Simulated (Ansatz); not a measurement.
A generator proposed this cell of Be2ZnSe3.

```xyz
12
Lattice="3.3183 0.0000 0.0000 -1.6592 2.8738 0.0000 0.0000 0.0000 19.7458" Properties=species:S:1:pos:R:3 pbc="T T T"
Be    0.0000    1.9158   18.3944
Be    1.6592    0.9579    1.3514
Be    1.6592    0.9579    8.5215
Be    0.0000    1.9158   11.2243
Zn    0.0000    0.0000    4.9365
Zn    0.0000    0.0000   14.8094
Se    0.0000    0.0000    0.0000
Se    0.0000    1.9158    2.4642
Se    0.0000    1.9158    7.4087
Se    0.0000    0.0000    9.8729
Se    1.6592    0.9579   12.3371
Se    1.6592    0.9579   17.2816
```

All numbers below come from DFT PBE, scalar-relativistic, plane waves, PAW in Ansatz 0.2.0. Plane waves to 420 eV, a k mesh through Γ of 6×6×1 on the computed 12-atom cell and Gaussian smearing (0.10 eV); no spin polarisation.

The zero of energy is the elements' standard structures at the same level; no fitted shifts are applied.

Problem. How far from equilibrium is it?

Solution. The pressure is 12.4 GPa (the mean over three directions, positive in compression), the largest force is 1.76 eV/Å, and the energy is +0.05 eV/atom against the elements. The shortest distance is 2.22 Å.

Problem. Is it a good guess?

Solution. A rough one: relaxing gains about 0.28 eV/atom (the start's value is from the coarse mesh, so the gain is rough) in 16 ionic steps and ends at −0.22 eV/atom on the finer mesh. The symmetry stays P6_3/mmc (No. 194). The volume per atom grows by 5.3 %, from 15.7 to 16.5 Å³. The shortest distance goes from 2.22 Å (Be–Se) to 2.44 Å (Be–Se). The ratio c/a of the conventional cell changes by a factor of 0.86. Conventional cell: a = 3.553 Å, c = 18.133 Å. Be is surrounded by 6 Se at 2.44–2.51 Å; Zn is surrounded by 6 Se at 2.71 Å; Se on a site of symmetry -3m is surrounded by 6 Be at 2.51 Å; 1 more site not described.

The last run used a 12×12×2 mesh (in the run's order of axes) for its 12-atom cell and Gaussian smearing of 0.10 eV. The reference form of Se is held partly by dispersion forces, which this level lacks. The relaxation can't lower the symmetry of the start, and the grade says only how near the guess is to its own end. A structure relaxed within its symmetry needn't be a true minimum. Another cell of Be2ZnSe3 relaxed alike, in P1, lies 0.34 eV/atom lower, so this cell isn't the stable form at this level.
